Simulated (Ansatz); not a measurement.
SiNi3:
```
CELL_PARAMETERS angstrom
      3.50612     0.00000     0.00000
      0.00000     3.50612     0.00000
      0.00000     0.00000     3.50612
ATOMIC_POSITIONS crystal
  Si 0.00000 0.00000 0.00000
  Ni 0.00000 0.50000 0.50000
  Ni 0.50000 0.00000 0.50000
  Ni 0.50000 0.50000 0.00000
```

Relaxed with PBE. Special points in fractions of this cell's reciprocal vectors: Γ (0.000, 0.000, 0.000); X (0.000, 0.500, 0.000); M (0.500, 0.500, 0.000); R (0.500, 0.500, 0.500).

Q: List the band energies nearest the Fermi level at these points for PBE in the plane-wave PAW code Ansatz.

A: In eV from the Fermi level; about four levels below and three above (degenerate sets whole), none deeper than 8.9 eV; points with the same levels are listed once.

| k | below | above |
|---|---|---|
| Γ | -0.94 -0.94 -0.94 -0.62 -0.62 -0.28 | 0.04 0.04 0.04 |
| X | -1.31 -1.31 -1.30 -1.14 -0.55 | 0.05 3.59 3.59 |
| M | -1.44 -1.44 -1.44 -1.10 -1.01 -0.94 | 0.66 0.66 5.59 |
| R | -0.49 -0.19 -0.19 -0.19 | 1.22 3.99 3.99 3.99 |

Space group Pm-3m (Cu3Au type). Symmetry was held in the PBE relaxation; of distortions, only those at the zone centre were tested. The workflow began spin-polarised and lost its moments.

Potentials: the later of the program's two PAW sets.
